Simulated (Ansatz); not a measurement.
Structure: an ordered 6-atom cell of Ga₃AsP₂ on the zincblende lattice (Imm2), at its r2SCAN minimum. It is orthorhombic, Imm2 (No. 44); conventional cell a = 3.904 Å, b = 11.712 Å, c = 5.522 Å, 21.04 Å³ an atom. Around P lie 4 Ga at 2.36–2.37 Å; around Ga lie 3 P at 2.36–2.37 Å and 1 As at 2.45 Å; around As lie 4 Ga at 2.43–2.45 Å; around Ga lie 2 P at 2.36 Å and 2 As at 2.43 Å.

```cif
data_structure
_symmetry_space_group_name_H-M 'Imm2'
_symmetry_Int_Tables_number 44
_cell_length_a 3.9040
_cell_length_b 11.7125
_cell_length_c 5.5215
_cell_angle_alpha 90.000
_cell_angle_beta 90.000
_cell_angle_gamma 90.000
_cell_volume 252.48
loop_
_atom_site_label
_atom_site_type_symbol
_atom_site_symmetry_multiplicity
_atom_site_Wyckoff_symbol
_atom_site_fract_x
_atom_site_fract_y
_atom_site_fract_z
_atom_site_occupancy
P1 P 4 d 0.00000 0.33259 0.00032 1
Ga1 Ga 4 d 0.50000 0.32898 0.24440 1
As1 As 2 a 0.00000 0.00000 0.99922 1
Ga2 Ga 2 b 0.50000 0.00000 0.26134 1
```

4 runs of Ansatz 0.2.0 on this cell differ in the functional (and in the settings that go with it). Levels are in eV from each run's valence top; v1 is the last filled band, c1 the first empty one.

Run A, mean stress +0.5 GPa (compression positive):
```tsv
point	v4	v3	v2	v1	c1	c2
Γ	-2.03	-0.02	-0.02	0.00	2.90	3.62
X	-2.33	-2.24	-0.86	-0.34	2.84	3.10
F₀	-2.85	-2.81	-2.71	-1.60	3.02	3.21
```

Run B, mean stress 0.0 GPa (compression positive):
```tsv
point	v4	v3	v2	v1	c1	c2
Γ	-1.92	-0.05	-0.05	0.00	1.84	2.47
X	-2.21	-2.15	-0.80	-0.33	1.80	1.97
F₀	-2.71	-2.67	-2.59	-1.54	1.95	2.13
```

Run C, mean stress +0.7 GPa (compression positive):
```tsv
point	v4	v3	v2	v1	c1	c2
Γ	-2.00	-0.04	-0.04	0.00	2.27	2.94
X	-2.29	-2.20	-0.84	-0.33	2.17	2.42
F₀	-2.82	-2.77	-2.68	-1.58	2.36	2.54
```

Run D, mean stress +2.6 GPa (compression positive):
```tsv
point	v4	v3	v2	v1	c1	c2
Γ	-1.84	-0.06	-0.05	0.00	1.31	2.18
X	-2.15	-2.09	-0.77	-0.31	1.54	1.69
F₀	-2.61	-2.57	-2.48	-1.48	1.69	1.86
```

Task: Match the runs to PBE, r2SCAN, HSE06, PBE0.

Result: A is PBE0, B is r2SCAN, C is HSE06, D is PBE. In order of the gap: PBE 1.31, r2SCAN 1.75, HSE06 2.15, PBE0 2.82 eV. The stress vanishes for r2SCAN, which relaxed the cell.

The calculation is spin-unpolarised, and the structure need not be a phase that has been made.

The runs are scalar-relativistic, without spin-orbit coupling.

The program warns that its thresholds are loose for a hybrid's stress.
